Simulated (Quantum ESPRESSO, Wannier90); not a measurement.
## SrCl$_{2}$ (fluorite), plane waves to Wannier functions

```xyz
3
Lattice="0.0000 3.4997 3.4997 3.4997 0.0000 3.4997 3.4997 3.4997 0.0000" Properties=species:S:1:pos:R:3 pbc="T T T"
Sr     0.0000     0.0000     0.0000
Cl    -1.7499    -1.7499    -1.7499
Cl     1.7499     1.7499     1.7499
```

Cell from Materials Project (mp-23209), symmetrised, no further relaxation. COD (Crystallography Open Database) has an entry of this formula and space group (matched by these alone). Method: PBEsol plane waves in Quantum ESPRESSO 7.5 (PseudoDojo norm-conserving files, 55 Ry, no spin polarisation, no spin-orbit coupling), Bloch states on a 8×8×8 mesh through Γ, Wannier90 4.0.1. Density: 8×8×8 mesh, cold smearing 0.01 Ry.

Bands 5-12 form an isolated set from -13.26 to 0.00 eV relative to the valence-band maximum (on the path) and are turned into 8 Wannier functions by minimising the spread from the start: s functions at the bond centres.

Problem. Where do the functions sit, how wide are they and what are they made of?

Solution. 
```csv
functions,spread (Å²),"nearest atom, distance (Å)","second atom, distance (Å)",weight on atomic waves
8,1.28,Cl 0.49,Sr 2.54,"Cl 3p 72 %, Cl 3s 22 %"
```

Ω_I = 8.83 Å², Ω_total = 10.25 Å²; the interpolated bands follow pw.x to 0.0 meV rms on the path. It is the lowest total spread that any start reached here.
